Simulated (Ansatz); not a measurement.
Cell and atoms are relaxed with the symmetry kept. Start:

Space group P-6m2 (No. 187). a = 3.160 Å, b = 3.160 Å, c = 16.939 Å, α = 90.00°, β = 90.00°, γ = 120.00°
| atom | site | symmetry | x | y | z |
| --- | --- | --- | --- | --- | --- |
| W | 1c | -6m2 | 0.3333 | 0.6667 | 0.0000 |
| S | 2i | 3m. | 0.6667 | 0.3333 | 0.9070 |

The calculation used DFT PBEsol, scalar-relativistic, plane waves, PAW (Ansatz 0.2.0).

Plane waves to 420 eV, a k mesh through Γ of 12×12×2 on the computed 3-atom cell and Gaussian smearing (0.02 eV); no spin polarisation.

Q: What does it relax to?

A: The volume decreases by 0.44 Å³/atom to 48.38 Å³/atom, and the energy falls by 2.0 meV/atom. Final structure:
```yaml
crystal:
  lattice:
    - [3.14576, 0.00000, 0.00000]
    - [-1.57288, 2.72431, 0.00000]
    - [0.00000, 0.00000, 16.93677]
  atoms:
    - { symbol: W, position: [0.33333, 0.66667, 0.00000] }
    - { symbol: S, position: [0.66667, 0.33333, 0.90749] }
    - { symbol: S, position: [0.66667, 0.33333, 0.09251] }
```

Course of the relaxation (steps run on the plane waves of an earlier cell, and the basis is chosen afresh near the end, so energy and pressure can step there; trial steps that raised the energy were taken back; energies are free energies):

```json
{"step": "1", "E − E_final (meV/atom)": "2.0", "largest force component (eV/Å)": "0.285", "P (GPa)": "-0.88", "V (Å³/atom)": "48.82"}
{"step": "2", "E − E_final (meV/atom)": "0.2", "largest force component (eV/Å)": "0.101", "P (GPa)": "0.30", "V (Å³/atom)": "48.26"}
{"step": "3", "E − E_final (meV/atom)": "0.0", "largest force component (eV/Å)": "0.007", "P (GPa)": "-0.01", "V (Å³/atom)": "48.37"}
{"step": "4", "E − E_final (meV/atom)": "0.0", "largest force component (eV/Å)": "0.001", "P (GPa)": "0.00", "V (Å³/atom)": "48.38"}
{"step": "5", "E − E_final (meV/atom)": "0.0", "largest force component (eV/Å)": "0.001", "P (GPa)": "0.00", "V (Å³/atom)": "48.38"}
```

Spin–orbit coupling is left out, which can shift energies with elements as heavy as these. The cell holds layers, and where no dispersion correction was added their binding is poorly described.

Cost: 1 run of about 0.64 core-minutes, on Arm Neoverse V2 (shared hosts).